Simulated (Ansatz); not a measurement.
MgH2 (rutile, P4_2/mnm) at seven volumes, plane-wave PAW r²SCAN (Ansatz code), shape and atoms relaxed at each. One row is withheld.

| V (Å³/atom) | P (GPa) |
|---|---|
| 9.142 | 5.72 |
| 9.443 | 3.54 |
| 9.744 | 1.65 |
| 10.046 | -0.01 |
| 10.347 | -1.46 |
| 10.649 | -2.71 |
| 10.950 | ? |

Fit the shown pressures and predict the withheld one.

P = (3/2)B₀(x^(7/2) − x^(5/2))[1 + (3/4)(B′ − 4)(x − 1)] with x = (V₀/V)^(2/3). Least squares on the six rows gives V₀ = 10.044 Å³/atom, B₀ = 51.5 GPa, B′ = 3.56. At V = 10.950, x = 0.9441 and P = -3.81 GPa. The run itself gave -3.81 GPa.

Symmetry was held in the r²SCAN relaxation; phonons on a q-mesh show no instability.

Potentials: the later of the program's two PAW sets.
